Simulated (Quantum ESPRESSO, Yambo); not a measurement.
# Mg2RuH6: DFT and GW levels

```cif
data_H6Mg2Ru
_chemical_formula_sum 'H6 Mg2 Ru1'
_space_group_name_H-M_alt 'P 1'
_space_group_IT_number 1
_cell_length_a 4.66345
_cell_length_b 4.66345
_cell_length_c 4.66345
_cell_angle_alpha 60.000
_cell_angle_beta 60.000
_cell_angle_gamma 60.000
loop_
_space_group_symop_operation_xyz
  'x, y, z'
loop_
_atom_site_label
_atom_site_type_symbol
_atom_site_fract_x
_atom_site_fract_y
_atom_site_fract_z
_atom_site_occupancy
H1 H 0.74696 0.74696 0.25304 1
H2 H 0.25304 0.25304 0.74696 1
H3 H 0.25304 0.74696 0.74696 1
H4 H 0.74696 0.25304 0.25304 1
H5 H 0.74696 0.25304 0.74696 1
H6 H 0.25304 0.74696 0.25304 1
Mg1 Mg 0.75000 0.75000 0.75000 1
Mg2 Mg 0.25000 0.25000 0.25000 1
Ru1 Ru 0.00000 0.00000 0.00000 1
```

The geometry is that of Materials Project entry mp-697030, symmetrised and not relaxed again.

Starting point: norm-conserving PBEsol (Quantum ESPRESSO, 84 Ry, without SOC). G0W0 in Yambo: 4×4×4 Γ-centred k mesh, bands 13 to 169 and a 10 Ry block in the screening, 169 bands in G with the Bruneval-Gonze terminator, plasmon pole fitted at 27.2 eV.

The PBEsol gap along the band path is 3.00 eV. The PBEsol gap between the mesh's edge points (W → X) comes out as 3.00 eV, the G0W0 gap between the same points is 4.22 eV and the PBEsol smallest direct gap on the mesh (at X) is 3.00 eV. The G0W0 direct gap at that point is 4.23 eV.

```json
[
 {"k point": "Γ", "band": "VB", "E PBEsol (eV)": "-0.94", "E QP (eV)": "-1.50", "shift (eV)": "-0.56", "Z": "0.78"},
 {"k point": "Γ", "band": "CB", "E PBEsol (eV)": "6.84", "E QP (eV)": "7.68", "shift (eV)": "0.84", "Z": "0.82"},
 {"k point": "L", "band": "VB", "E PBEsol (eV)": "-0.38", "E QP (eV)": "-0.84", "shift (eV)": "-0.46", "Z": "0.78"},
 {"k point": "L", "band": "CB", "E PBEsol (eV)": "4.01", "E QP (eV)": "4.54", "shift (eV)": "0.53", "Z": "0.82"},
 {"k point": "X", "band": "VB", "E PBEsol (eV)": "0.00", "E QP (eV)": "-0.42", "shift (eV)": "-0.42", "Z": "0.78"},
 {"k point": "X", "band": "CB", "E PBEsol (eV)": "3.00", "E QP (eV)": "3.80", "shift (eV)": "0.80", "Z": "0.81"},
 {"k point": "W", "band": "VB", "E PBEsol (eV)": "0.00", "E QP (eV)": "-0.42", "shift (eV)": "-0.42", "Z": "0.78"},
 {"k point": "W", "band": "CB", "E PBEsol (eV)": "4.41", "E QP (eV)": "5.08", "shift (eV)": "0.67", "Z": "0.80"}
]
```

Energies count from the PBEsol valence-band maximum.

Nearest settings tried, and what they do to the gap: 109 bands in G: +1 meV; 4 Ry block (65 vectors against 283): -59 meV. Not varied: bands in W, mesh. So the settings aren't converged at that level.

Spin-orbit splittings are left out.

The structure is a Materials Project entry; no match was found in the copy of COD used, and its stability was not checked.
